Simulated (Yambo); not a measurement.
Yambo run on LiBH4 (space group Ama2, No. 40). The wavefunctions come from this Quantum ESPRESSO step (LDA, PseudoDojo standard norm-conserving files, scalar-relativistic):

```
&CONTROL
  calculation = 'nscf'
  pseudo_dir = './pseudo'
  outdir = './out'
/
&SYSTEM
  ibrav = 0
  nat = 12
  ntyp = 3
  ecutwfc = 76.0
  ecutrho = 304.0
  occupations = 'fixed'
  force_symmorphic = .true.
  nbnd = 178
/
&ELECTRONS
  conv_thr = 1.2000000000000002e-08
  diago_full_acc = .true.
  diago_thr_init = 1e-08
/
ATOMIC_SPECIES
H 1.0080 H.upf
Li 6.9400 Li.upf
B 10.8100 B.upf
CELL_PARAMETERS angstrom
  6.395170000000   0.000000000000   0.000000000000
  0.000000000000   2.815845000000   2.789495000000
  0.000000000000  -2.815845000000   2.789495000000
ATOMIC_POSITIONS crystal
H   0.594840000000   0.527330000000   0.163230000000
H   0.405160000000   0.163230000000   0.527330000000
H   0.905160000000   0.527330000000   0.163230000000
H   0.094840000000   0.163230000000   0.527330000000
H   0.750000000000   0.738910000000   0.773250000000
H   0.250000000000   0.773250000000   0.738910000000
H   0.750000000000   0.256410000000   0.810950000000
H   0.250000000000   0.810950000000   0.256410000000
Li   0.500000000000   0.005480000000   0.005480000000
Li   0.000000000000   0.005480000000   0.005480000000
B   0.750000000000   0.514750000000   0.981270000000
B   0.250000000000   0.981270000000   0.514750000000
K_POINTS automatic
2 4 4 0 0 0
```

Yambo input:

```
rim_cut
gw0
dyson
el_el_corr
HF_and_locXC
ppa
em1d
RandQpts= 1000000
RandGvec= 1 Ry
EXXRLvcs= 76 Ry
VXCRLvcs= 304 Ry
Chimod= "HARTREE"
% BndsRnXp
 3 | 177 |
%
NGsBlkXp= 8 Ry
% LongDrXp
 1.0 | 1.0 | 1.0 |
%
PPAPntXp= 27.2114 eV
% GbndRnge
 1 | 177 |
%
GTermKind= "BG"
DysSolver= "n"
ExtendOut
% QPkrange
 2 | 2 | 10 | 11 |
 7 | 7 | 10 | 11 |
%
```

k points by index: 2 = (0, 0, 0.25), 7 = (0, -0.5, -0.5).

The o-*.qp file then holds:

```
#    K-point    Band    Eo [eV]    E [eV]    E-Eo [eV]    Vxc [eV]    Vnlxc [eV]    Sc|Eo [eV]    Sc|E [eV]    dSc/dw|Eo [eV]    Re(Z)    Im(Z)
#
    2    10    0.000000    -1.819906    -1.819906    -12.67072    -16.66730    1.751238    2.176675    -6.360723    0.810533    -0.001369
    2    11    6.519138    7.681892    1.162754    -8.217885    -3.738192    -3.110543    -3.316939    -4.829677    0.849264    -0.001183
    7    10    -0.837654    -2.746785    -1.909131    -12.04773    -16.35484    1.941764    2.397975    -6.502012    0.807136    -0.001441
    7    11    4.973103    6.054733    1.081630    -7.465465    -3.298349    -2.904095    -3.085485    -4.562889    0.856395    -0.001135
```
(The two width columns are left out.) Convergence of these settings isn't established.

Geometry of the Materials Project entry, not relaxed at this level.

The structure is a Materials Project entry; no match was found in the copy of COD used, and its stability was not checked.
